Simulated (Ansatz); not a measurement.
Molecular dynamics on a 2×2×2 supercell (24 atoms) of PbS2 (fluorite), relaxed with r2SCAN. Forces come from r2SCAN in the PAW code Ansatz: constant energy and volume (NVE), velocities drawn at 200 K, steps of 1.5 fs. Classical nuclei, no spin polarisation; a few dozen steps show the first response, not equilibrium. The structure comes from a prototype and may be hypothetical.

```yaml
crystal:
  lattice:
    - [0.0, 6.730410076, 6.730410076]
    - [6.730410076, 0.0, 6.730410076]
    - [6.730410076, 6.730410076, 0.0]
  atoms:
    - { symbol: Pb, position: [0.0, 0.0, 0.0] }
    - { symbol: S, position: [0.125, 0.125, 0.125] }
    - { symbol: S, position: [0.375, 0.375, 0.375] }
    - { symbol: Pb, position: [0.0, 0.0, 0.5] }
    - { symbol: S, position: [0.125, 0.125, 0.625] }
    - { symbol: S, position: [0.375, 0.375, 0.875] }
    - { symbol: Pb, position: [0.0, 0.5, 0.0] }
    - { symbol: S, position: [0.125, 0.625, 0.125] }
    - { symbol: S, position: [0.375, 0.875, 0.375] }
    - { symbol: Pb, position: [0.0, 0.5, 0.5] }
    - { symbol: S, position: [0.125, 0.625, 0.625] }
    - { symbol: S, position: [0.375, 0.875, 0.875] }
    - { symbol: Pb, position: [0.5, 0.0, 0.0] }
    - { symbol: S, position: [0.625, 0.125, 0.125] }
    - { symbol: S, position: [0.875, 0.375, 0.375] }
    - { symbol: Pb, position: [0.5, 0.0, 0.5] }
    - { symbol: S, position: [0.625, 0.125, 0.625] }
    - { symbol: S, position: [0.875, 0.375, 0.875] }
    - { symbol: Pb, position: [0.5, 0.5, 0.0] }
    - { symbol: S, position: [0.625, 0.625, 0.125] }
    - { symbol: S, position: [0.875, 0.875, 0.375] }
    - { symbol: Pb, position: [0.5, 0.5, 0.5] }
    - { symbol: S, position: [0.625, 0.625, 0.625] }
    - { symbol: S, position: [0.875, 0.875, 0.875] }
kpoints:
  mp_grid: { grid: [2, 2, 2] }
hamiltonian:
  xc: r2scan
scf:
  occupations: { method: fermi_dirac, width: 0.02 }
md:
  ensemble: nve
  temperature: 200
  timestep: 1.5
  n_steps: 30
  initial_velocities: maxwell_boltzmann
  seed: 2309
```

Run as `ansatz run input.yaml --threads 4 --pin off --max-ram 3686MiB --backend cpu --events-out ev --progress --plain --runs-dir out`. It ended after 7.6 min on 4 threads of Arm Neoverse V2, on a shared host; peak host memory 3.2 GiB.

```csv
step,t (fs),T (K),free energy F from step 0 (meV/atom),kinetic energy (meV/atom),largest force (eV/Å)
0,0,200,0.0,24.8,0.00
1,1.5,200,0.0,24.8,0.04
2,3,201,-0.1,24.9,0.08
3,4.5,203,-0.3,25.1,0.11
4,6,205,-0.6,25.3,0.15
5,7.5,207,-0.9,25.6,0.18
6,9,210,-1.2,26.0,0.21
7,10.5,213,-1.6,26.4,0.24
8,12,217,-2.1,26.9,0.26
9,13.5,221,-2.6,27.4,0.29
10,15,225,-3.1,27.9,0.31
11,16.5,230,-3.7,28.5,0.33
12,18,235,-4.3,29.1,0.34
13,19.5,240,-4.9,29.7,0.35
14,21,245,-5.6,30.3,0.37
15,22.5,250,-6.2,31.0,0.37
16,24,256,-6.9,31.7,0.38
17,25.5,262,-7.7,32.4,0.40
18,27,268,-8.4,33.2,0.42
19,28.5,274,-9.2,34.0,0.43
20,30,280,-10.0,34.7,0.45
21,31.5,287,-10.8,35.6,0.46
22,33,294,-11.6,36.4,0.48
23,34.5,301,-12.5,37.2,0.51
24,36,308,-13.3,38.1,0.55
25,37.5,315,-14.2,39.0,0.59
26,39,322,-15.1,39.9,0.63
```

The temperature goes from 200 K to 322 K in 39 fs. The free energy ends below that of the starting lattice, which is therefore no minimum: the cell is distorting and heats up. The conserved energy stays within 0.01 meV an atom. By the last step the atoms have moved 0.15 Å in the root mean square, the drift of the whole cell taken out, 0.29 Å at most. The job's limit cut the run after 26 of 30 steps.

Positions (Å) and forces (eV/Å) at step 26:
```
Pb  -0.007   0.022  -0.003    -0.082   0.046   0.017
S    1.467   1.827   1.769     0.067   0.066  -0.451
S    5.039   5.063   5.018     0.042   0.190  -0.304
Pb   3.340   3.353  -0.049     0.418  -0.370   0.288
S    4.756   5.074   1.610    -0.241   0.054   0.026
S    8.393   8.502   5.120    -0.122   0.037   0.047
Pb   3.384  -0.004   3.329    -0.162   0.016   0.116
S    5.135   1.759   5.178     0.067   0.159   0.118
S    8.471   5.147   8.434    -0.011   0.291   0.401
Pb   6.798   3.359   3.373    -0.230  -0.125   0.044
S    8.483   4.856   5.202    -0.265   0.031  -0.097
S   11.639   8.447   8.449    -0.134  -0.324   0.173
Pb   0.023   3.330   3.396    -0.215   0.474   0.325
S    1.844   5.146   5.180     0.271   0.083  -0.043
S    4.985   8.359   8.359     0.101   0.071  -0.241
Pb   3.367   6.788   3.379    -0.105  -0.052   0.061
S    5.144   8.298   4.889     0.120   0.127  -0.175
S    8.179  11.799   8.387    -0.229   0.047  -0.207
Pb   3.368   3.330   6.721    -0.095   0.120  -0.020
S    5.050   4.915   8.365     0.143  -0.381  -0.041
S    8.507   8.380  11.846     0.065  -0.427  -0.218
Pb   6.696   6.726   6.736     0.011  -0.046  -0.006
S    8.452   8.363   8.338     0.086   0.072   0.162
S   11.826  11.863  11.804     0.498  -0.159   0.025
```
